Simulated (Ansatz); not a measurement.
## Relaxing a structure of Cd

The start is a relaxed Cd cell displaced along its unstable phonon at q = (½, 0, ½) of its primitive reciprocal cell (30i cm⁻¹), largest move 0.15 Å. A full variable-cell relaxation at zero pressure is run with PBE (plane waves to 420 eV, PAW, scalar-relativistic; Ansatz, a quantum-chemistry and plane-wave program). The first steps use a coarse 11×11×11 k-mesh.

Input geometry:
```yaml
crystal:
  lattice:
    - [10.46690, 0.00000, 0.00000]
    - [-2.61673, 4.53230, 0.00000]
    - [5.23345, 0.00000, 3.00203]
  atoms:
    - { symbol: Cd, position: [0.00000, 0.00000, 0.00000] }
    - { symbol: Cd, position: [0.50000, 0.00000, 0.00000] }
    - { symbol: Cd, position: [0.91667, 0.63800, 0.50000] }
    - { symbol: Cd, position: [0.41667, 0.69533, 0.50000] }
    - { symbol: Cd, position: [0.08333, 0.30467, 0.50000] }
    - { symbol: Cd, position: [0.58333, 0.36200, 0.50000] }
```

Task: Which atoms feel the largest initial force, and how large is it?

Result: 0.05 eV/Å, on Cd3, Cd4, Cd5, Cd6 (atoms numbered as listed).

Task: How much energy is released per atom?

Result: 0.01 eV/atom.

Task: How does the volume per atom move from start to end?

Result: -0.3 %, from 23.74 to 23.66 Å³/atom.

Task: Is the parent structure recovered?

Result: It does not go back: it reaches Ibam (No. 72), 0.01 eV/atom below the parent.

Task: How do the shortest distances between atoms change?

Result: The closest pairs of elements (up to four, under 3.6 Å), start → end: Cd–Cd 3.00 → 2.90 Å.

Task: Give the final cell and atomic positions.

Result: 
```cif
data_Cd12
_chemical_formula_sum 'Cd12'
_space_group_name_H-M_alt 'Ibam'
_space_group_IT_number 72
_space_group_name_Hall '-I 2 2c'
_cell_length_a 5.41261
_cell_length_b 9.05117
_cell_length_c 5.79435
_cell_angle_alpha 90.000
_cell_angle_beta 90.000
_cell_angle_gamma 90.000
loop_
_atom_site_label
_atom_site_type_symbol
_atom_site_symmetry_multiplicity
_atom_site_Wyckoff_symbol
_atom_site_fract_x
_atom_site_fract_y
_atom_site_fract_z
_atom_site_occupancy
Cd1 Cd 4 a 0.00000 0.00000 0.25000 1
Cd2 Cd 8 j 0.07817 0.33159 0.00000 1
```
(The calculation used a cell of 6 atoms; values per cell refer to that cell.)

Final values are on a 12×12×12 k-mesh of the relaxed cell. No spin polarisation in the result.

The run could not lose the symmetry of its start: the end is stationary, and may be a saddle point rather than a minimum.

The relaxed structure here is a generated cell of Cd: the first start was made by placing the elements on the sites of a structure type, and the end was not matched to a known phase here, so it may be hypothetical. Known forms of Cd include space group No. 194.
